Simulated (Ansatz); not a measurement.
**ZnS: do the settings matter for the field gradients?**

Cell: a Materials Project structure (computed, not necessarily an observed phase).

Space group P6_3mc (No. 186); a = 3.8080, c = 18.6787 Å, γ = 120.00°.

| site | Wyckoff | site symmetry | x | y | z |
| --- | --- | --- | --- | --- | --- |
| Zn1 | 2b | 3m. | 0.3333 | 0.6667 | 0.8333 |
| Zn3 | 2b | 3m. | 0.6667 | 0.3333 | 0.6669 |
| Zn5 | 2a | 3m. | 0.0000 | 0.0000 | 0.4999 |
| S7 | 2b | 3m. | 0.3333 | 0.6667 | 0.9581 |
| S9 | 2b | 3m. | 0.6667 | 0.3333 | 0.7917 |
| S11 | 2a | 3m. | 0.0000 | 0.0000 | 0.6251 |

One atom of each set is listed.

Reference run. The numbers come from a DFT calculation in Ansatz (PBE, plane waves and PAW (field gradients read without the response of the frozen cores, which leaves them typically 4 to 6 % off), scalar-relativistic, 420 eV cutoff, Γ-centred 8×8×2 k-points, Fermi–Dirac smearing 0.02 eV).

Task: The input is changed as follows: `basis.ecutwfc`: not typed → 550 eV; `scf.convergence.dr2_threshold`: not typed → 1e-09; `kpoints.mp_grid.grid`: [8, 8, 2] → [6, 6, 2]. What happens to V_zz (10²¹ V/m²) and η?

Result: 

```
site  V_zz reference  η reference  V_zz changed  η changed
 Zn1           0.041         0.00         0.050       0.00
 Zn3           0.051         0.00         0.060       0.00
 Zn5          -0.030         0.00        -0.022       0.00
  S7           0.079         0.00          0.12       0.00
  S9           0.006         0.00         0.049       0.00
 S11            0.20         0.00          0.24       0.00
```

The largest change of V_zz is on S11, from 0.20 to 0.24. SCF iterations: 8 and 10. In the changed run the k-mesh is coarser than the standard one, so its values aren't converged ones.
